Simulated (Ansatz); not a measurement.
Y2MgSi2:
```
Y2MgSi2
1.0
    7.18644     0.00000     0.00000
    0.00000     7.18644     0.00000
    0.00000     0.00000     4.21629
Y Mg Si
4 2 4
Direct
  0.67885   0.17885   0.50000
  0.32115   0.82115   0.50000
  0.82115   0.67885   0.50000
  0.17885   0.32115   0.50000
  0.00000   0.00000   0.00000
  0.50000   0.50000   0.00000
  0.11732   0.61732   0.00000
  0.88268   0.38268   0.00000
  0.38268   0.11732   0.00000
  0.61732   0.88268   0.00000
```

Relaxed with r²SCAN. Special points in fractions of this cell's reciprocal vectors: Γ (0.000, 0.000, 0.000); X (0.000, 0.500, 0.000); M (0.500, 0.500, 0.000); Z (0.000, 0.000, 0.500); R (0.000, 0.500, 0.500); A (0.500, 0.500, 0.500).

Problem. List the band energies nearest the Fermi level at these points for the program Ansatz at the r²SCAN level (PAW).

Solution. In eV from the Fermi level; about four levels below and three above (degenerate sets whole), none deeper than 8.9 eV; points with the same levels are listed once.

```json
[
 {"k": "Γ", "below": "-0.95 -0.55 -0.55 -0.44", "above": "0.20 0.20 0.35"},
 {"k": "X", "below": "-0.46 -0.46 -0.28 -0.28", "above": "1.75 1.75 2.26 2.26"},
 {"k": "M", "below": "-0.69 -0.69 -0.07 -0.07", "above": "2.09 2.09 2.25 2.25"},
 {"k": "Z", "below": "-2.29 -2.29 -1.09 -0.52", "above": "0.52 1.27 1.27"},
 {"k": "R", "below": "-1.52 -1.52 -1.16 -1.16", "above": "1.28 1.28 1.38 1.38"},
 {"k": "A", "below": "-1.90 -1.90 -1.16 -1.16", "above": "0.93 0.93 1.66 1.66"}
]
```

Space group P4/mbm. The workflow started from a Materials Project entry (that database holds measured and hypothetical structures alike); the Crystallography Open Database copy checked does not list it. Whether it is the stable phase at ambient conditions was not checked. The r²SCAN relaxation kept the symmetry of its start; its stability against distortions is not shown here. The run is not spin-polarised. Spin–orbit coupling is left out wherever it is not named.

Potentials: the earlier of the program's two PAW sets.
